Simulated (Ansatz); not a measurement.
YbNi₃ in the AuCu3-type structure

Method: PBEsol, scalar-relativistic; collinear spin; PAW, 420 eV, 8×8×8 k-mesh, Gaussian smearing of 0.05 eV; code Ansatz. The datasets are Ansatz's generated set soft_2.

```xyz
4
Lattice="3.7622 0.0000 0.0000 0.0000 3.7622 0.0000 0.0000 0.0000 3.7622" Properties=species:S:1:pos:R:3 pbc="T T T"
Yb    0.0000    0.0000    0.0000
Ni    0.0000    1.8811    1.8811
Ni    1.8811    1.8811    0.0000
Ni    1.8811    0.0000    1.8811
```

This is a trial structure made by placing the elements on a prototype's sites, so it needn't be the stable form.

Magnetic state: ferromagnetic, site spin moments Yb 0.47; Ni 0.30 μB.

The cell has space group Pm-3m (read at 0.01 Å). In it the stress is -0.01, -0.01, -0.01, 0.00, 0.00, 0.00 GPa and the largest force component 0.000 eV/Å. Each change below starts from this cell, without further relaxation. Stress is in GPa, positive in compression, in the order xx, yy, zz, yz, xz, xy; energies are counted from the cell above and are free energies with the smearing's entropy, which match forces and stress in a metal.

What happens when atom 3 (Ni) is moved by 0.08 Å along x?

The energy changes by 23.3 meV per cell, and the force on it along the shift is -0.583 eV/Å (−F/u = 7.29 eV/Å²). Stress: 0.15, 0.27, 0.15, 0.00, 0.00, 0.00.
```
atom  Fx (eV/Å)     Fy     Fz
 Yb1      0.437  0.000  0.000
 Ni2      0.096  0.000  0.000
 Ni3     -0.583  0.000  0.000
 Ni4      0.050  0.000  0.000
```
In a harmonic crystal the energy would rise by −½F·u = ½ × 7.29 × 0.08² eV = 23.3 meV, which matches.

A single strain component, atoms carried along, gave the stress -2.00, -3.74, -2.00, 0.00, 0.00, 0.00. Which component, and about how large?

An engineering strain of 2 % in yy; the energy changes by 12.7 meV per cell.

Without a U the 4f levels of Yb lie too near the Fermi level, so their share of the states there, and what hangs on it, is overstated. Spin–orbit coupling, which matters for such heavy elements, is left out. Site moments are of spin, integrated over atomic spheres. No antiparallel order was tried.
